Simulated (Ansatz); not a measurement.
NaCl (CsCl type, Pm-3m), the program Ansatz at the LDA level (PAW). The conduction-band minimum lies at Γ, with 1 equivalent valley. Second derivatives d²E/dk² of the lowest band at one valley (eV·Å²), along Cartesian directions:

```csv
direction,d²E/dk²
[100],22.12
[010],22.12
[001],22.12
[110],22.13
[101],22.13
[011],22.13
```

Find the principal effective masses, the density-of-states mass and the conductivity mass.

Off-diagonal terms follow from H_xy = H[110] − (H_xx + H_yy)/2, and m*/mₑ = 7.620 eV·Å² over each eigenvalue: 0.34, 0.34, 0.34. One valley's DOS mass (m₁m₂m₃)^(1/3) = 0.34, conductivity mass 3/(Σ 1/mᵢ) = 0.34 mₑ.

What effective density of states Nc follows at 300 K for parabolic valleys?

Nc = 2.509e19 × 1 × (0.34)^(3/2) ≈ 5.0e18 cm⁻³.

With the computed static dielectric constant 12.7 (mean of the diagonal), estimate a hydrogenic donor's binding energy and radius.

E = 13.606 eV × 0.34/12.7² ≈ 29 meV; a = 0.529 Å × ε/m* ≈ 20 Å. Semilocal masses tend to be too small where the gap is.

With ε∞ = 2.89 and ω_LO = 237 cm⁻¹, what Fröhlich coupling constant follows?

α = (1/ε∞ − 1/ε0) √(m* × 13.606 eV/ħω_LO) = 3.4.

This is a known high-pressure phase of the composition, computed here at zero pressure and temperature. Symmetry was held in the LDA relaxation. At this level the phase is dynamically unstable (imaginary phonons).

Potentials: the later of the program's two PAW sets.
